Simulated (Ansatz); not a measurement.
Tl2Pt:
```xyz
6
Lattice="-3.4643 3.4643 2.8231 3.4643 -3.4643 2.8231 3.4643 3.4643 -2.8231" Properties=species:S:1:pos:R:3 pbc="T T T"
Pt     0.0000     0.0000     4.2347
Pt     0.0000     0.0000     1.4116
Tl     4.5759     1.1116     0.0000
Tl     2.3527     1.1116     2.8231
Tl    -1.1116     2.3527     2.8231
Tl     1.1116     2.3527     0.0000
```

Relaxed with r²SCAN.

### Question
Give the Bader charges and basin volumes of the independent atoms, r²SCAN (plane waves, PAW; program Ansatz).

### Answer


```csv
atom,Bader charge (e),Bader volume (Å³)
Pt1,-0.60,21.1
Tl3,+0.30,23.3
```

Space group I4/mcm. The workflow started from an entry of the Crystallography Open Database (COD). Whether it is the stable phase at ambient conditions was not checked. The r²SCAN relaxation kept the symmetry of its start; its stability against distortions is not shown here. The run is not spin-polarised. Spin–orbit coupling is left out wherever it is not named.

Potentials: the later of the program's two PAW sets.
